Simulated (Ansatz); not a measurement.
C in space group Fmmm (No. 69; C on 8h) under volume change, plane-wave PAW r²SCAN (Ansatz code), shape and atoms relaxed at each volume.

| V (Å³/atom) | E − E(relaxed) (meV/atom) | P (GPa) |
|---|---|---|
| 8.495 | [?] | [?] |
| 8.775 | 2.6 | 1.74 |
| 9.055 | 0.5 | 0.70 |
| 9.336 | 0.0 | 0.01 |
| 9.616 | 0.5 | -0.46 |
| 9.896 | 1.6 | -0.71 |
| 10.176 | [?] | [?] |

Question: Complete the blanks.

Answer: 
- 8.495, E − E(relaxed) (meV/atom): 6.9
- 8.495, P (GPa): 3.23
- 10.176, E − E(relaxed) (meV/atom): 3.0
- 10.176, P (GPa): -0.87

Question: What does a third-order Birch–Murnaghan fit give for V₀, B₀ and B′?

Answer: V₀ = 9.34 Å³/atom, B₀ = 19.3 GPa, B′ = 13.4.

The workflow started from a Materials Project entry (that database holds measured and hypothetical structures alike); the Crystallography Open Database files this formula in space group No. 69, but the cells were not matched. It is not the phase usual at ambient conditions (space group No. 194, 227). The cell was relaxed with r²SCAN under the symmetry of its start; its stability against distortions is not shown here. A crystal of weakly bound layers computed without a dispersion correction: the cell and the soft elastic constants depend strongly on that.

Potentials: the later of the program's two PAW sets.
